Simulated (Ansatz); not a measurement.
The relaxed structure here is a generated cell of ScAlCO: the first start was made by placing the elements on the sites of a structure type, and the end was not matched to a known phase here, so it may be hypothetical.

Relaxation of a generated cell, ScAlCO placed in the AFLOW prototype ABCD_tP8_129_c_b_a_c (as in ZrCuSiAs); 8 atoms in the cell, which starts as P4/nmm, origin choice 1 (No. 129), tP8; a = b = 3.2907 Å, c = 8.5737 Å, α = β = γ = 90.00°. Computed with r2SCAN (plane waves to 500 eV, PAW, scalar-relativistic; Ansatz, a first-principles code). Γ-centred k-mesh 7×7×3 on the run's cell (coarser than for final values), Fermi–Dirac smearing 0.05 eV. This is the first round of the run. 

The optimiser's lines from the output (shortened; P is positive under compression):

```
relax step   1: F+E_penalty+E_count = -6997.61315877 eV  Δ(F+E_penalty+E_count) = +0.000e0 eV  max|allowed force component| = 4.989e0 eV/Å  Δτ_max = 0.0000 Å  P = -2.236 GPa  Ω = 92.845 Å³  (9 SCF iters, dr2 threshold 1.00e-7 eV, accepted)
relax step   2: F+E_penalty+E_count = -6999.22897476 eV  Δ(F+E_penalty+E_count) = -1.616e0 eV  max|allowed force component| = 2.251e0 eV/Å  Δτ_max = 0.1954 Å  P = -1.408 GPa  Ω = 91.799 Å³  (9 SCF iters, dr2 threshold 8.00e-7 eV, accepted)
relax step   3: F+E_penalty+E_count = -6999.71546471 eV  Δ(F+E_penalty+E_count) = -4.865e-1 eV  max|allowed force component| = 8.003e-1 eV/Å  Δτ_max = 0.1806 Å  P = +4.549 GPa  Ω = 90.238 Å³  (9 SCF iters, dr2 threshold 8.00e-7 eV, accepted)
relax step   4: F+E_penalty+E_count = -6999.82708727 eV  Δ(F+E_penalty+E_count) = -1.116e-1 eV  max|allowed force component| = 4.008e-1 eV/Å  Δτ_max = 0.0376 Å  P = +1.683 GPa  Ω = 91.660 Å³  (9 SCF iters, dr2 threshold 8.00e-7 eV, accepted)
relax step   5: F+E_penalty+E_count = -6999.88079027 eV  Δ(F+E_penalty+E_count) = -5.370e-2 eV  max|allowed force component| = 6.286e-1 eV/Å  Δτ_max = 0.1103 Å  P = -1.715 GPa  Ω = 93.851 Å³  (9 SCF iters, dr2 threshold 8.00e-7 eV, accepted)
relax step   6: F+E_penalty+E_count = -6999.91672548 eV  Δ(F+E_penalty+E_count) = -3.594e-2 eV  max|allowed force component| = 1.496e-1 eV/Å  Δτ_max = 0.0455 Å  P = -0.375 GPa  Ω = 93.287 Å³  (8 SCF iters, dr2 threshold 8.00e-7 eV, accepted)
relax step   7: F+E_penalty+E_count = -6999.91942634 eV  Δ(F+E_penalty+E_count) = -2.701e-3 eV  max|allowed force component| = 6.218e-2 eV/Å  Δτ_max = 0.0188 Å  P = -0.152 GPa  Ω = 93.044 Å³  (7 SCF iters, dr2 threshold 8.00e-7 eV, accepted)
relax step   8: F+E_penalty+E_count = -6999.91977615 eV  Δ(F+E_penalty+E_count) = -3.498e-4 eV  max|allowed force component| = 2.696e-2 eV/Å  Δτ_max = 0.0051 Å  P = +0.226 GPa  Ω = 92.798 Å³  (7 SCF iters, dr2 threshold 3.32e-7 eV, accepted)
relax step   9: F+E_penalty+E_count = -6999.91992517 eV  Δ(F+E_penalty+E_count) = -1.490e-4 eV  max|allowed force component| = 1.146e-2 eV/Å  Δτ_max = 0.0004 Å  P = -0.011 GPa  Ω = 92.953 Å³  (6 SCF iters, dr2 threshold 5.62e-7 eV, accepted)
relax step  10: F+E_penalty+E_count = -6999.91992859 eV  Δ(F+E_penalty+E_count) = -3.422e-6 eV  max|allowed force component| = 1.856e-3 eV/Å  Δτ_max = 0.0004 Å  P = -0.007 GPa  Ω = 92.960 Å³  (6 SCF iters, dr2 threshold 8.20e-9 eV, accepted)
relax step  11: F+E_penalty+E_count = -6999.92046791 eV  Δ(F+E_penalty+E_count) = -5.393e-4 eV  max|allowed force component| = 1.459e-3 eV/Å  Δτ_max = 0.0000 Å  P = -0.001 GPa  Ω = 92.960 Å³  stress off target by 2.86e-2 GPa  SCF on the basis re-selected at this cell (its energy is not comparable with the rows above)  (8 SCF iters)
relax step  12: F+E_penalty+E_count = -6999.92046847 eV  Δ(F+E_penalty+E_count) = -5.643e-7 eV  max|allowed force component| = 9.066e-4 eV/Å  Δτ_max = 0.0002 Å  P = +0.004 GPa  Ω = 92.963 Å³  (7 SCF iters, dr2 threshold 2.04e-9 eV, accepted)
relax step  13: F+E_penalty+E_count = -6999.92046578 eV  Δ(F+E_penalty+E_count) = +2.689e-6 eV  max|allowed force component| = 9.176e-4 eV/Å  Δτ_max = 0.0000 Å  P = +0.004 GPa  Ω = 92.963 Å³  stress off target by 6.47e-3 GPa  SCF on the basis re-selected at this cell (its energy is not comparable with the rows above)  (6 SCF iters)
```

From the first to the last row the energy changes by -0.29 eV/atom and the volume by +0.1 %. The last row is marked as not comparable with the walk above it, whose basis was carried along; it does compare with step 1, since both stand on a basis selected at the nominal cutoff for their own cell.

Later rounds, restarted from the end of this one on a renewed k-mesh, logged 4 more steps and released under 0.01 eV/atom more. The final structure after all rounds: P4/nmm, origin choice 1 (No. 129), tP8, AFLOW prototype ABCD_tP8_129_c_b_a_c (as in ZrCuSiAs); a = b = 3.193 Å, c = 9.119 Å, α = β = γ = 90.00°. Between re-selections the logged energies stand on a plane-wave basis carried along with the cell. No spin polarisation in the result. No Hubbard U is applied.

The run could not lose the symmetry of its start: the end is stationary, and may be a saddle point rather than a minimum.
